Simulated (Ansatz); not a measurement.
According to PBE (plane waves, PAW; program Ansatz), MoW in the CsCl type structure (Pm-3m) relaxes to a = 3.172 Å. Against the elements it lies at -0.014 eV/atom, with no fitted shifts.

Electronic character: metallic (no gap). Gap from PBE with spin–orbit coupling: none (metallic).

The bulk modulus is 280 GPa.

The start of the workflow was typed in or built on a structure type; neither database checked (COD, Materials Project) lists it. Its standing as an ambient phase is unchecked. Symmetry was held in the PBE relaxation; its stability against distortions is not shown here. The run is not spin-polarised. The references are the lowest solids computed at this level, not always the standard phases. Scalar-relativistic: spin–orbit coupling is off unless named, which matters more the heavier the elements.

Potentials: the earlier of the program's two PAW sets.
